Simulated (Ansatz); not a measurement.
Values for one crystal, relaxed and computed with DFT-PBEsol in the program Ansatz with PAW potentials; other levels are named.

| Property | Value |
|---|---|
| Volume per atom | 10.96 Å³ |
| Band gap | 4.57 eV (indirect) |
| Mechanical stability | stable (all eigenvalues of C positive) |
| Gap with spin–orbit coupling | 4.57 eV |
| Formation energy from the elements (no fitted shifts) | -3.47 eV/atom |
| Young's modulus | 186 GPa |
| HSE06 gap on the PBEsol cell | 6.34 eV |

### Question
Which compound is it?
A) SrTiO3, cubic perovskite
B) ZnO, wurtzite
C) FeBiO3, R-3 (Bi on 6c, Fe on 3a, Fe on 3b, O on 18f)
D) HfO2, P4_2/nmc (Hf on 2a, O on 4d)

### Answer
D, HfO2, P4_2/nmc (Hf on 2a, O on 4d)

This is a known high-temperature phase of the composition, computed here at zero pressure and temperature. The PBEsol relaxation kept the symmetry of its start; its stability against distortions is not shown here. The run is not spin-polarised. The references are the lowest solids computed at this level, not always the standard phases (solids in place of the gases). Scalar-relativistic: spin–orbit coupling is off unless named, which matters more the heavier the elements.

Potentials: the earlier of the program's two PAW sets. The files were generated under PBE; for other functionals the program regenerates the frozen cores, and for LDA and PBEsol the local potential too.
